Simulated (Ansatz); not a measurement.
The same compounds were relaxed in two structure types, A (4H type, P6₃mc) and B (wurtzite). The sign of the energy difference maps which chemistry favours which net.

The yardstick is BN. Energies compare within a row alone.

Where the numbers come from (Ansatz, a plane-wave PAW program): energies: PBE, total energy at 0 K with the change to a 700 eV cutoff added (comparable within one formula alone); volumes: PBE, relaxed cell; gaps, gap of B: PBE; electronegativity spread: pymatgen's element table; height above the lowest phase: PBE, against the lowest phase of the formula computed here.

Started from generated or typed cells, with no claim that the phase is known: CdSe; ZnO. Runs started from generated or typed cells of the structure named: GaN (for some of its values); BN (for some of its values). No claim is made that these are known or stable phases: GaN; BN. Spin–orbit coupling is left out unless named; it moves the gap of GaN by under 0.05 eV.

Definitions used: ΔE = E(B) − E(A); volume change = V(B)/V(A) − 1; shift = ΔE − ΔE_ref.

| crystal | E of A (eV/atom) | E of B (eV/atom) | V of A (Å³/atom) | V of B (Å³/atom) | gap of A (eV) | gap of B (eV) | electronegativity spread (Pauling) | lower of the two above the lowest phase (meV/atom) | E(B) − E(A) (meV/atom) | volume change (%) | ΔE against the reference (meV/atom) |
|---|---|---|---|---|---|---|---|---|---|---|---|
| CdSe | −6862.399 | −6862.398 | 29.74 | 29.75 | 0.52 | 0.54 | 0.86 | 1 | 1.0 | 0.0 | −10 |
| GaN | −2083.961 | −2083.963 | 11.76 | 11.76 | 1.62 | 1.71 | 1.23 | 0 | −2.0 | 0.0 | −13 |
| ZnO | −1943.425 | −1943.429 | 12.32 | 12.33 | 0.69 | 0.74 | 1.79 | 0 | −2.2 | 0.1 | −13 |
| BN, reference | −271.135 | −271.124 | 5.96 | 5.97 | 5.50 | 5.23 | 1.00 | 84 | 11.0 | 0.2 | 0 |

**Question.** A slip was made in one value of «E(B) − E(A) (meV/atom)» and carried on. Locate it and redo the row.

**Answer.** The row of ZnO shows −2.2. From its own inputs, ΔE = 1000 × (−1943.429 − (−1943.425)) = −4.0 meV/atom. Carried on: ΔE against the reference: (−4.0) − (11.0) = −15 meV/atom. The other rows agree with the rules.

With the correction: By ΔE (most in favour of B first): ZnO (−4.0 ± 6.9) ≈ GaN (−2.0 ± 6.9) ≈ CdSe (1.0 ± 6.9), BN (11.0 ± 6.9). The ± follows from allowances picked for this note (energies 0.004 eV/atom, energies 0.004 eV/atom, 4 meV/atom on the figure itself), carried to first order and added in quadrature; ≈ joins neighbours closer than their two ± added in quadrature. At the edge of that rule, so that a last digit could turn the call: BN and CdSe.

Phases never computed could lie lower. Vibrational terms are left out. Caveats that name a compound hold for one or both of its types. Rows are a sample of the formulas computed in both types, kept where one of the types is near the lowest computed phase for half the rows or more. Limits of the draw: compounds alone, the lowest cell of each type. As a rule kept out of such tables: 4f compounds, open-shell compounds run without a Hubbard term, cells found unstable in the tests at hand, cells close to a higher symmetry, and runs set to a pressure or over 12 % in volume from the crystal's fullest run.
